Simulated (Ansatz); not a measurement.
A geometry of Sb away from equilibrium: step 2 of the relaxation of a generated trial cell of Sb in the black-P structure type. These are r2SCAN (plane waves to 500 eV, PAW, scalar-relativistic; Ansatz, a program for electronic structure) values and carry that method's errors. Γ-centred k-mesh 8×8×6 on the run's cell (coarser than for final values), Fermi–Dirac smearing 0.05 eV.

```xyz
4
Lattice="2.0649 -6.5464 0.0000 2.0649 6.5464 0.0000 0.0000 0.0000 5.4741" Properties=species:S:1:pos:R:3:forces:R:3 pbc="T T T" free_energy=-25996.400 pressure_GPa=-3.5
Sb     2.0649     1.4613     3.0330    0.0000   -0.5148    0.8392
Sb     2.0649    -1.4613     2.4411    0.0000    0.5148   -0.8392
Sb     2.0649    -5.0851     5.1781    0.0000   -0.5148   -0.8392
Sb     2.0649     5.0851     0.2960    0.0000    0.5148    0.8392
```

Positions in Å, forces in eV/Å, free energy of the cell in eV (comparable only within this code, potentials and settings). Largest force: 0.98 eV/Å, on Sb1, Sb2, Sb3, Sb4 (atoms numbered as listed); the geometry lies 0.07 eV/atom above the end of its relaxation.

No spin polarisation in the result. Without a van der Waals term the distances between weakly bound units are poorly fixed.

The run could not lose the symmetry of its start: the end is stationary, and may be a saddle point rather than a minimum.

The end of the path is a generated cell of Sb: the first start was made by placing the elements on the sites of a structure type, and the end was not matched to a known phase here, so it may be hypothetical. Known forms of Sb include space group No. 166.
